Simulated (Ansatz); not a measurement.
Sn:
Space group I4₁/amd, origin choice 1 (No. 141); a = 5.9246 Å, b = 5.9246 Å, c = 3.2374 Å, α = 90.00°, β = 90.00°, γ = 90.00°

| atom | site | symmetry | x | y | z |
|---|---|---|---|---|---|
| Sn | 4a | -4m2 | 0.0000 | 0.0000 | 0.0000 |
(The calculation used a cell of 2 atoms; values per cell refer to that cell.)

Relaxed at zero pressure with the program Ansatz at the PBE level (PAW).

Task: The volume is lowered by 9 % and shape and atoms relax at that volume. What pressure results, and how do the axes share the change?

Result: 5.6 GPa; a -3.0 %, b -3.0 %, c -3.3 %; the energy rises by 41 meV/atom.

Task: Give the new structure.

Result: 
Space group I4₁/amd, origin choice 1 (No. 141); a = b = 5.746 Å, c = 3.132 Å, α = β = γ = 90.00°

```tsv
atom	site	symmetry	x	y	z
Sn	4a	-4m2	0.0000	0.0000	0.0000
```

The phase is kept; no other phase was compared at this pressure.

Space group I4_1/amd (β-Sn type). Symmetry was held in the PBE relaxation. At this level the phase is mechanically unstable. Axis ratios of metals converge slowly with the k-mesh, so a and c are less sure than the volume. Spin–orbit coupling is left out wherever it is not named.

Potentials: the later of the program's two PAW sets.
